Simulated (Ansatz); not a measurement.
Be5Te2: rattling a relaxed structure

The cell was found from a structure generator's guess, not taken from experiment.

Computed with Ansatz, DFT PBE, scalar-relativistic, plane waves, PAW. Settings: cutoff 420 eV, Γ-centred mesh 12×12×12 on the computed 7-atom cell, Gaussian smearing of 0.10 eV; no spin polarisation.

The cell below (7 atoms, space group R-3m (No. 166)) is relaxed within its symmetry.

```
CELL_PARAMETERS angstrom
2.05329 1.18547 7.71343
-2.05329 1.18547 7.71343
0.00000 -2.37094 7.71343
ATOMIC_POSITIONS crystal
Be 0.00000 0.00000 0.50000
Be 0.50000 0.00000 0.00000
Be 0.00000 0.50000 0.00000
Be 0.45348 0.45348 0.45348
Be 0.54652 0.54652 0.54652
Te 0.72908 0.72908 0.72908
Te 0.27092 0.27092 0.27092
```

For the test it was strained at random (σ = 1.5 % a component), the atoms were moved at random (σ = 0.15 Å), and all was relaxed again on a coarse 6×6×6 mesh (in the run’s order of axes) with 0.20 eV smearing, with no symmetry imposed.

These runs have no spin–orbit coupling, which can matter for Te.

Question: What happens?

Answer: It doesn't return. The energy falls by 19 meV/atom on that mesh, the volume changes by 10.0 %, and the end has space group C2 (No. 5) at a loose tolerance. Relaxed again on a 10×10×4 mesh with 0.10 eV smearing, the new structure lies 19 meV/atom below the first (mesh in the axes of the run's cell; the cell below is made exact in the group named). Space group C2 (No. 5), monoclinic, a = 7.643 Å, b = 3.988 Å, c = 8.951 Å, β = 114.4°. Be on a site of symmetry 2 is surrounded by 8 Be at 2.19–2.33 Å and 2 Te at 2.55 Å; Be on a site of symmetry 1 has 7 Be at 2.13–2.35 Å and 1 Te at 2.49 Å; Be on a second site of symmetry 1 has 6 Be at 2.14–2.35 Å and 2 Te at 2.46–2.50 Å; Te is surrounded by 4 Be at 2.46–2.55 Å.

```
Be Te
1.0
     3.82158   -1.99396    0.00000
     3.82158    1.99396    0.00000
    -3.70300    0.00000    8.14954
Be Te
5 2
Cartesian
  3.8216 -1.9902 0.0000
  -1.7157 -0.8315 7.7764
  5.6558 -0.8315 0.3731
  0.4034 -0.0709 7.1156
  3.5367 -0.0709 1.0340
  4.7287 -0.0956 5.7231
  -0.7885 -0.0956 2.4265
```
